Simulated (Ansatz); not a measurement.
Si in space group Ia-3 (No. 206; Si on 16c) under volume change, plane-wave PAW PBEsol (Ansatz code), shape and atoms relaxed at each volume.

| V (Å³/atom) | E − E(relaxed) (meV/atom) | P (GPa) |
|---|---|---|
| 16.374 | 48.2 | 10.30 |
| 16.914 | 20.4 | 6.29 |
| 17.454 | 4.9 | 2.98 |
| 17.994 | 0.0 | 0.01 |
| 18.533 | 4.4 | -2.53 |
| 19.073 | 16.6 | -4.67 |
| 19.613 | 35.6 | -6.48 |

What does a third-order Birch–Murnaghan fit give for V₀, B₀ and B′?

V₀ = 18.00 Å³/atom, B₀ = 90.0 GPa, B′ = 4.1.

The workflow started from an entry of the Crystallography Open Database (COD), which files this formula under 3 space groups. It is not the phase usual at ambient conditions (space group No. 227). The PBEsol relaxation kept the symmetry of its start; its stability against distortions is not shown here.

Potentials: the earlier of the program's two PAW sets. The files were generated under PBE; for other functionals the program regenerates the frozen cores, and for LDA and PBEsol the local potential too.
